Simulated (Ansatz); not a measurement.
# How long does this Ansatz run take?

```yaml
crystal:
  lattice:
    - [-3.7063562924, 4.4993480773, 4.684397704]
    - [3.7063562924, -4.4993480773, 4.684397704]
    - [3.7063562924, 4.4993480773, -4.684397704]
  atoms:
    - { symbol: V, position: [0.0, 0.0, 0.5], spin: 1.0 }
    - { symbol: V, position: [0.0, 0.5, 0.0], spin: 1.0 }
    - { symbol: Zn, position: [0.0, 0.0, 0.0] }
    - { symbol: Zn, position: [0.5, 0.0, 0.5] }
    - { symbol: C, position: [0.4166503523, 0.2774268857, 0.1392234666] }
    - { symbol: C, position: [0.6382034191, 0.2774268857, 0.3607765334] }
    - { symbol: C, position: [0.3617965809, 0.7225731143, 0.6392234666] }
    - { symbol: C, position: [0.5833496477, 0.7225731143, 0.8607765334] }
    - { symbol: "N", position: [0.3108116891, 0.1404799599, 0.1703317293] }
    - { symbol: "N", position: [0.4701482306, 0.1404799599, 0.3296682707] }
    - { symbol: "N", position: [0.5298517694, 0.8595200401, 0.6703317293] }
    - { symbol: "N", position: [0.6891883109, 0.8595200401, 0.8296682707] }
    - { symbol: "N", position: [0.6178060932, 0.3678060932, 0.25] }
    - { symbol: "N", position: [0.3821939068, 0.6321939068, 0.75] }
    - { symbol: F, position: [0.044362623, 0.294362623, 0.75] }
    - { symbol: F, position: [0.955637377, 0.705637377, 0.25] }
    - { symbol: F, position: [0.0114804504, 0.9070563671, 0.683416275] }
    - { symbol: F, position: [0.7236400921, 0.3280641753, 0.816583725] }
    - { symbol: F, position: [0.2763599079, 0.0929436329, 0.6044240832] }
    - { symbol: F, position: [0.9885195496, 0.6719358247, 0.8955759168] }
    - { symbol: F, position: [0.9885195496, 0.0929436329, 0.316583725] }
    - { symbol: F, position: [0.2763599079, 0.6719358247, 0.183416275] }
    - { symbol: F, position: [0.7236400921, 0.9070563671, 0.3955759168] }
    - { symbol: F, position: [0.0114804504, 0.3280641753, 0.1044240832] }
magnetization:
  spin_polarized: true
kpoints:
  mp_grid: { grid: [6, 6, 6] }
scf:
  occupations: { method: fermi_dirac, width: 0.05 }
hamiltonian:
  xc: pbe
  pseudopotentials: { kind: paw }
output:
  forces: true
  stress: true
  populations: true
  efg:
    quadrupole_moments_barn: { V: -0.052, Zn: 0.122, "N": 0.02044 }
    contact_densities: true
```

```sh
ansatz run input.yaml --threads 2 --pin off --max-ram 5120MiB --backend cpu --events-out ev --progress --plain --runs-dir out
```

It runs on 2 threads of Arm Neoverse N1 (aarch64; 36 cores open to the job, memory cap 5.0 GiB, no GPU), a shared host with a load of 1.0 a core.

(1) Estimate the wall time and the peak memory.

Answers

(1) About 12 min of wall time (23 min of CPU time) and 2.2 GiB. The run holds 166 valence electrons in 108 bands, about 6109 plane waves a k-point and 46 irreducible k-points, and took 21 SCF iterations. Times on a shared host vary by tens of per cent.
